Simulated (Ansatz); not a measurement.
## A plane-wave run on SrTiO$_{3}$

input.yaml (Ansatz 0.2.0)

```yaml
crystal:
  lattice:
    - [3.91487859, 0.0, 3.91487859]
    - [0.0, 3.91487859, 0.0]
    - [3.91487859, 0.0, -3.91487859]
  atoms:
    - { symbol: Sr, position: [0.0, 0.5, 0.5] }
    - { symbol: Sr, position: [0.5, 0.5, 0.0] }
    - { symbol: Ti, position: [0.0, 0.0, 0.0] }
    - { symbol: Ti, position: [0.5, 0.0, 0.5] }
    - { symbol: O, position: [0.25, 0.0, 0.25] }
    - { symbol: O, position: [0.75, 0.0, 0.75] }
    - { symbol: O, position: [0.0, 0.5, 0.0] }
    - { symbol: O, position: [0.5, 0.5, 0.5] }
    - { symbol: O, position: [0.25, 0.0, 0.75] }
    - { symbol: O, position: [0.75, 0.0, 0.25] }
  symmetry: { tolerance: 0.0003 }
kpoints:
  mp_grid: { grid: [5, 7, 5], shift: [0, 0, 0] }
  band_path:
    path:
      - [0.0, 0.0, 0.0]
      - [0.0, 0.5, 0.0]
      - [0.5, 0.5, 0.5]
      - [0.0, 0.0, 0.0]
      - [1.0, 0.5, 0.0]
      - [0.0, 0.5, 0.0]
      - [1.0, 0.5, 0.0]
      - [0.5, 0.5, 0.5]
    npoints: 8
magnetization:
  spin_polarized: false
scf:
  occupations: { method: fermi_dirac, width: 0.0369 }
  lower_state_search: "off"
  max_iter: 200
hamiltonian:
  pseudopotentials: { kind: paw }
  xc: pbe
basis:
  ecutwfc: 420
  fft_grid_basis: typed
output:
  forces: true
  stress: true
  eigenvalues: true
  bader: true
  populations: true
  elf: true
  write_potential: true
  volumetric_format: npy
  dos:
    e_range: [-12, 8]
    de: 0.05
    projected: { site_lists: { O: [O], Sr: [Sr], Ti: [Ti] } }
checkpoint:
  read: saved_state
```

The run starts from an earlier solution of this cell. 

Output (shortened):

```
SCF iter   1: F=—  Δρ=1.07e-3  dr2=9.73e-4
SCF iter   2: F=—  Δρ=4.28e-4  dr2=1.41e-4
SCF iter   3: F=—  Δρ=1.20e-4  dr2=1.29e-5
SCF iter   4: F=—  Δρ=2.47e-5  dr2=4.73e-7
SCF iter   5: F=-15508.9568 eV  Δρ=7.06e-6  dr2=2.27e-8
SCF iter   6: F=-15508.9568 eV  Δρ=1.86e-6  dr2=3.19e-9
Free energy (F): -15508.9568 eV
Harris-Foulkes:  -15508.9568 eV  (|F-HF|=4.98e-10)
Internal energy: -15508.9568 eV  (E = F + TS)
E sigma→0 (E₀):  -15508.9568 eV
Fermi energy:    10.8268 eV
--- Per-component energies (eV) ---
  E_band       = -418.0943
  E_kinetic    = 2095.3224
  E_local      = -4787.5507  (includes V_loc(G=0)·N_el)
  E_nonlocal   = 695.9367
  E_hartree    = 1675.5065
  E_xc         = -992.9009
  E_vxc        = -1144.4461  (∫ρ·V_xc dr)
  E_paw        = -8427.2725  (= ΣΔE_a)
  E_vpaw       = -628.3848  (= ΣTr[D̂ρ^β])
  E_aug_tail   = 0.0148  (compensation charges beyond the density's cutoff)
  E_ewald      = -5768.0130
  E_smearing   =  0.0000  (= −TS)
--- Stress (GPa, compression-positive) ---
        2.9149       0.0000       0.0000
        0.0000       2.9162       0.0000
        0.0000       0.0000       2.9149
  P = ⅓ Tr σ = 2.9153 GPa (29.153 kbar)
--- Bader charges: 10 sites ---
  site symbol  charge [e]  shift [e]
     0     Sr      1.5929     0.0000
     1     Sr      1.5929     0.0000
     2     Ti      2.2389     0.0038
     3     Ti      2.2389     0.0038
     4      O     -1.2772     0.0013
     5      O     -1.2772     0.0013
     6      O     -1.2773     0.0013
     7      O     -1.2773     0.0013
     8      O     -1.2772     0.0013
     9      O     -1.2772     0.0013
```

Total energies depend on the potentials used, so only differences within one code and one set of settings carry meaning.

Origin: a database entry at a rescaled volume.
